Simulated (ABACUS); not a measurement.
Consider a self-consistent single point of Ru (P6_3/mmc, 2 atoms in the cell; from Materials Project mp-33, changed as shown).

```xyz
2
Lattice="2.7157 0.0000 0.0000 -1.3578 2.3519 0.0000 0.0000 0.0000 4.3233" Properties=species:S:1:pos:R:3 pbc="T T T"
Ru     0.0000     1.5679     1.0808
Ru     1.3578     0.7839     3.2425
```

Method: PBEsol, PseudoDojo 0.4 standard norm-conserving PBEsol (tails mended) pseudopotentials (plane waves; ABACUS 3.10.1).

ABACUS settings:

KPT: Gamma 14 14 8 0 0 0
basis_type: pw
ecutwfc: 84 Ry
smearing_method: mp
smearing_sigma: 0.0199916 Ry
potentials: PseudoDojo 0.4 standard norm-conserving PBEsol (tails mended)
symmetry: 1
ks_solver: dav_subspace
scf_nmax: 100
scf_thr: 1.0e-09 Ry
mixing_type: broyden
mixing_beta: 0.4

Results:

```
Property                                                  Value
------------------------------------------------  -------------
Number of valence electrons                                  32
Number of bands                                              26
Number of k-points after the program's reduction            285
Number of plane waves (most at a k-point)                  2447
Number of SCF iterations                                      8
FFT grid                                           30 × 30 × 48
Free energy E − TS                                -5497.9830 eV
Fermi level (on the code's own zero)                   23.07 eV
Pressure                                             -11.01 GPa
```

Stress (GPa, positive for compression):
```
 -9.46    0.00    0.00
  0.00   -9.46    0.00
  0.00    0.00  -14.12
```

For comparison: a first run was changed to give this one (lattice vector c scaled by 1.01), and from it to this one the free energy rises by 9.4 meV/atom and the pressure goes from -7.90 to -11.01 GPa.

The structure comes from a collection of computed structures, made at another level of theory; the collection holds predicted forms beside known ones. Its lattice was then scaled.

Cost on one core: very roughly 4 core-minutes.

“Tails mended”: in these copies of the files the far tail of each local potential was reset to the Coulomb form.
